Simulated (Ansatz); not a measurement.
**Computed properties of BeTe**

BeTe:
```yaml
crystal:
  lattice:
    - [3.98522, 0.00000, 0.00000]
    - [-1.99261, 3.45130, 0.00000]
    - [0.00000, 0.00000, 6.58349]
  atoms:
    - { symbol: Be, position: [0.66667, 0.33333, 0.50079] }
    - { symbol: Be, position: [0.33333, 0.66667, 0.00079] }
    - { symbol: Te, position: [0.66667, 0.33333, 0.87421] }
    - { symbol: Te, position: [0.33333, 0.66667, 0.37421] }
```

Space group P6_3mc (No. 186), wurtzite; conventional cell a = 3.985 Å, b = 3.985 Å, c = 6.583 Å, α = 90.00°, β = 90.00°, γ = 120.00°.

Method: DFT-r²SCAN in the program Ansatz with PAW potentials. Structure relaxed to zero pressure with the same functional. Other levels are named where they apply.

Cell and energy:

- Volume per atom: 22.64 Å³
- Density: 5.01 g/cm³
- Formation energy from the elements (no fitted shifts): -0.46 eV/atom

Electronic structure:

Band gap: 2.57 eV (indirect)
Valence-band maximum: at Γ
Conduction-band minimum: at M (3 equivalent valleys)
Smallest direct gap on the standard path: 3.21 eV
Electron effective mass: 0.14, 1.2, 1.5 mₑ (principal values)
Hole effective mass, band 1 of 2 at the edge: 0.88 along x, 0.82 along z (mₑ)
Hole effective mass, band 2 of 2 at the edge: 0.16 along x, 0.82 along z (mₑ)
Hole effective mass with spin–orbit coupling: 0.24, 0.24, 0.76 mₑ (principal values)
HSE06 gap on the r²SCAN cell: 2.92 eV
Gap with spin–orbit coupling: 2.28 eV

Mechanics:

- Bulk modulus (Birch–Murnaghan fit) = 59.0 GPa
- Pressure derivative B′ = 3.9

Charges:

- Bader charges: Be +1.55, Te -1.55 e

The workflow started from a Materials Project entry (that database holds measured and hypothetical structures alike); the Crystallography Open Database copy checked does not list it. COD files the formula under space group No. 216. Whether it is the stable phase at ambient conditions was not checked. Symmetry was held in the r²SCAN relaxation; its stability against distortions is not shown here. The references are the lowest solids computed at this level, not always the standard phases. Spin–orbit coupling is left out wherever it is not named.

Potentials: the later of the program's two PAW sets.
